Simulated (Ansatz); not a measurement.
The relaxed structure here is a generated cell of BP: the first start was made by placing the elements on the sites of a structure type, and the end was not matched to a known phase here, so it may be hypothetical. Known forms of BP include space group No. 216.

A structure of BP relaxed with PBEsol (plane waves to 420 eV, PAW, scalar-relativistic; Ansatz, a quantum-chemistry and plane-wave program); single points at other levels follow on the same geometry (Ansatz, PAW; HSE06 at 420 eV on a 8×8×8 k-mesh; no spin-orbit coupling). Space group R-3m (No. 166).

```
CELL_PARAMETERS angstrom
      1.60048     0.92404     5.22511
     -1.60048     0.92404     5.22511
      0.00000    -1.84808     5.22511
ATOMIC_POSITIONS crystal
  B  0.55638 0.55638 0.55638
  P  0.07024 0.07024 0.07024
  B  0.44362 0.44362 0.44362
  P  0.92976 0.92976 0.92976
```

```
level     gap (eV)      kind  conduction minimum
------  ----------  --------  ------------------
PBEsol        0.66  indirect                   F
HSE06   (withheld)         –          (withheld)
```

Problem. Complete the blanks.

Solution. 
- HSE06, gap (eV): 1.45
- HSE06, conduction minimum: F

HSE06 gaps come from a coarse mesh plus a few chosen points, so they may be too large. No spin polarisation in the result.

The run could not lose the symmetry of its start, so the end can be a saddle point.

It was reached from a disturbed copy of a F-43m (No. 216) cell (zinc blende type), against which it lies +0.099 eV/atom.
